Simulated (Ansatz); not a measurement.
# Kick test of a cell of RbGe₆

The structure comes from a generated guess, relaxed at this level; another structure or a mixture of phases may lie lower.

The calculation used DFT PBE, scalar-relativistic, plane waves, PAW (Ansatz). Cutoff 420 eV; k points 8×8×8 on the computed 7-atom cell (Γ-centred); Gaussian smearing, width 0.10 eV; no spin polarisation.

The cell below (7 atoms, space group Im-3m (No. 229)) is relaxed within its symmetry.

```yaml
crystal:
  lattice:
    - [-3.59888, 3.59888, 3.59888]
    - [3.59888, -3.59888, 3.59888]
    - [3.59888, 3.59888, -3.59888]
  atoms:
    - { symbol: Rb, position: [0.00000, 0.00000, 0.00000] }
    - { symbol: Ge, position: [0.50000, 0.75000, 0.25000] }
    - { symbol: Ge, position: [0.75000, 0.25000, 0.50000] }
    - { symbol: Ge, position: [0.75000, 0.50000, 0.25000] }
    - { symbol: Ge, position: [0.50000, 0.25000, 0.75000] }
    - { symbol: Ge, position: [0.25000, 0.75000, 0.50000] }
    - { symbol: Ge, position: [0.25000, 0.50000, 0.75000] }
```

For the test it was strained at random (σ = 1.5 % a component), the atoms were moved at random (σ = 0.15 Å), and all was relaxed again on a coarse 4×4×4 mesh (in the run’s order of axes) with 0.20 eV smearing, with no symmetry imposed.

Task: Does it come back?

Result: It returns, within 1 meV/atom of the unmoved cell on that mesh and with the same symmetry when read at 0.1 Å (P-1 at 0.01 Å, so small strains and shifts remain). So it is stable against the distortions that fit this cell and that this random move excites. Modes that don't fit the cell aren't tested.
